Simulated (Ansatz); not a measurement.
Input and command of a plane-wave DFT calculation in Ansatz:

```yaml
crystal:
  lattice:
    - [-1.608742573, 1.608742573, 4.0047758482]
    - [1.608742573, -1.608742573, 4.0047758482]
    - [1.608742573, 1.608742573, -4.0047758482]
  atoms:
    - { symbol: Ge, position: [0.6631130406, 0.6631130406, 0.0] }
    - { symbol: Ge, position: [0.3368869594, 0.3368869594, 0.0] }
    - { symbol: Mo, position: [0.0, 0.0, 0.0] }
basis:
  ecutwfc: 420
kpoints:
  mp_grid: { grid: [18, 18, 18] }
hamiltonian:
  xc: lda
scf:
  occupations: { method: fermi_dirac, width: 0.15 }
output:
  forces: true
  stress: true
  eigenvalues: true
  write_density: true
  write_potential: true
  elf: true
  volumetric_format: npy
relax:
  adjacent_minimum: "off"
  f_tol: 0.001
  max_steps: 60
  cell: { stress_tol: 0.02, p_target: 22.0 }
```

```bash
ansatz run input.yaml --threads 1 --pin off --max-ram 1228MiB --backend cpu --events-out ev --progress --plain --runs-dir out
```

Processor: Arm Neoverse N1, 1 thread, on a host shared with other jobs.

Task: How long does it run, and how much memory does it take?

Result: About 7 min on 1 thread of Arm Neoverse N1 (shared host), peak memory 0.72 GiB. It solves 26 bands at 480 k points (the mesh reduced by the symmetry that the task leaves, which can be less than the crystal's) with about 769 plane waves (on the last cell), in 36 SCF iterations over 7 ionic steps.
